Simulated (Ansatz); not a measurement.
A trial cell of Be was relaxed with PBEsol (plane waves to 420 eV, PAW, scalar-relativistic; Ansatz, a quantum-chemistry and plane-wave program).

Before: Immm (No. 71), oI2; a = 1.547 Å, b = 3.271 Å, c = 3.537 Å, α = 90.00°, β = 90.00°, γ = 90.00°.

After relaxation:

Simulated powder pattern, Cu Kα, λ = 1.54184 Å (kinematic, ideal powder, no thermal factors, no anomalous dispersion; the 24 strongest lines at most, above 1 %, up to 2θ = 90°):

```
2θ (°)  I/Imax (%)
------  ----------
50.20          100
58.66           47
87.70           34
```

Question: Identify the relaxed structure from its pattern: crystal system, space group and cell.

Answer: Cubic, Fm-3m (No. 225), cF4, fcc (Cu type); a = 3.1476 Å, b = 3.1476 Å, c = 3.1476 Å, α = 90.00°, β = 90.00°, γ = 90.00°. Sites: Be 4a (0.000, 0.000, 0.000).

Question: Index the strongest lines.

Answer: 50.20° (111), 58.66° (200), 87.70° (220).

No spin polarisation in the result.

The run could not lose the symmetry of its start; a randomly shaken copy of 2 atoms returns to this structure.

The relaxed structure here is a generated cell of Be: the first start was made by a random draw of sites in a space group, and the end was not matched to a known phase here, so it may be hypothetical. Known forms of Be include space group No. 194.
